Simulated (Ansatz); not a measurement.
ZnS:
```cif
data_SZn
_chemical_formula_sum 'Zn1 S1'
_space_group_name_H-M_alt 'P 1'
_space_group_IT_number 1
_cell_length_a 3.74541
_cell_length_b 3.74541
_cell_length_c 3.74541
_cell_angle_alpha 60.000
_cell_angle_beta 60.000
_cell_angle_gamma 60.000
loop_
_space_group_symop_operation_xyz
  'x, y, z'
loop_
_atom_site_label
_atom_site_type_symbol
_atom_site_fract_x
_atom_site_fract_y
_atom_site_fract_z
_atom_site_occupancy
Zn1 Zn 0.00000 0.00000 0.00000 1
S1 S 0.75000 0.75000 0.75000 1
```

Relaxed with LDA.

**Question.** Decompose the optical modes at the zone centre into irreducible representations, and say which are infrared and Raman allowed.

**Answer.** Point group -43m: Γ_opt = T2. Infrared: T2. Raman: T2.

**Question.** Assign frequencies (DFPT, LDA (plane waves, PAW; program Ansatz); without the LO–TO term).

**Answer.** T2 291 cm⁻¹.

Space group F-43m (zinc blende). The LDA relaxation kept the symmetry of its start.

Potentials: the earlier of the program's two PAW sets. The files were generated under PBE; for other functionals the program regenerates the frozen cores, and for LDA and PBEsol the local potential too.
